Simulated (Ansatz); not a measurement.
Mo (bcc, W type)

```cif
data_Mo
_chemical_formula_sum 'Mo1'
_space_group_name_H-M_alt 'P 1'
_space_group_IT_number 1
_cell_length_a 2.73731
_cell_length_b 2.73731
_cell_length_c 2.73731
_cell_angle_alpha 109.471
_cell_angle_beta 109.471
_cell_angle_gamma 109.471
loop_
_space_group_symop_operation_xyz
  'x, y, z'
loop_
_atom_site_label
_atom_site_type_symbol
_atom_site_fract_x
_atom_site_fract_y
_atom_site_fract_z
_atom_site_occupancy
Mo1 Mo 0.00000 0.00000 0.00000 1
```

This relaxed cell (volume V₀) is scaled evenly in all directions, its shape held. Symmetry pins the atoms to their sites.

These are PBE (plane waves to 420 eV, PAW, scalar-relativistic; Ansatz, a program for electronic structure) values and carry that method's errors. k mesh 21×21×21 (Γ-centred), Fermi-Dirac smearing 0.05 eV. E stands for the smeared free energy. Mo is run without spin polarisation. Mo was relaxed with its symmetry unable to fall. The PAW data are Ansatz's earlier set. ΔE is measured from the relaxed starting cell. The last digit holds for this mesh only.

```json
[
 {"V (Å³/atom)": "14.841", "ΔE (meV/atom)": "51.2"},
 {"V (Å³/atom)": "15.031", "ΔE (meV/atom)": "32.1"},
 {"V (Å³/atom)": "15.220", "ΔE (meV/atom)": "17.6"},
 {"V (Å³/atom)": "15.410", "ΔE (meV/atom)": "7.7"},
 {"V (Å³/atom)": "15.599", "ΔE (meV/atom)": "1.9"},
 {"V (Å³/atom)": "15.789", "ΔE (meV/atom)": "0.0"},
 {"V (Å³/atom)": "15.978", "ΔE (meV/atom)": "1.8"},
 {"V (Å³/atom)": "16.168", "ΔE (meV/atom)": "7.1"},
 {"V (Å³/atom)": "16.357", "ΔE (meV/atom)": "15.6"},
 {"V (Å³/atom)": "16.547", "ΔE (meV/atom)": "27.1"},
 {"V (Å³/atom)": "16.736", "ΔE (meV/atom)": "41.6"}
]
```

**Question.** What bulk modulus B₀ follows from a third-order Birch-Murnaghan fit?

**Answer.** 259 GPa.

**Question.** What is the fitted pressure derivative B₀′?

**Answer.** 4.3.

(A scan under strain: stresses follow from slopes of the energy per volume, elastic moduli from its curvatures.)
